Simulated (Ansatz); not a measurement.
Data:

KTl2CrF6:
```
KTl2CrF6
1.0
    0.00000     4.45345     4.45345
    4.45345     0.00000     4.45345
    4.45345     4.45345     0.00000
K Cr Tl F
1 1 2 6
Direct
  0.50000   0.50000   0.50000
  0.00000   0.00000   0.00000
  0.25000   0.25000   0.25000
  0.75000   0.75000   0.75000
  0.78534   0.21466   0.21466
  0.21466   0.78534   0.78534
  0.21466   0.78534   0.21466
  0.78534   0.21466   0.78534
  0.21466   0.21466   0.78534
  0.78534   0.78534   0.21466
```
The run is spin-polarised; directions of the spins, atom by atom: 0 ↑ 0 0 0 0 0 0 0 0.

This is the HSE06-relaxed structure.

Task: All from DFT-HSE06 in the program Ansatz with PAW potentials, unless another level is named. Estimate the band gap.

Result: 4.54 eV (direct).

Task: Next, the valence-band maximum?

Result: at X.

Space group Fm-3m. The first step of the workflow began from a Materials Project structure, measured or hypothetical; the Crystallography Open Database copy checked does not list it. Its standing as an ambient phase is unchecked. Symmetry was held in the HSE06 relaxation; its stability against distortions is not shown here. Magnetic state: ferromagnetic, chosen from 3 collinear starts compared on coarse meshes with r²SCAN (ties went to the first, and starts can fall back to one state), not a proven ground state. Other orbital occupations within this spin state were not tried. The hybrid was solved on a coarse mesh, the path and, where they were found, the r²SCAN edge points; its band edges are the extreme levels among these. Scalar-relativistic: spin–orbit coupling is off unless named, which matters more the heavier the elements.

Potentials: the later of the program's two PAW sets.
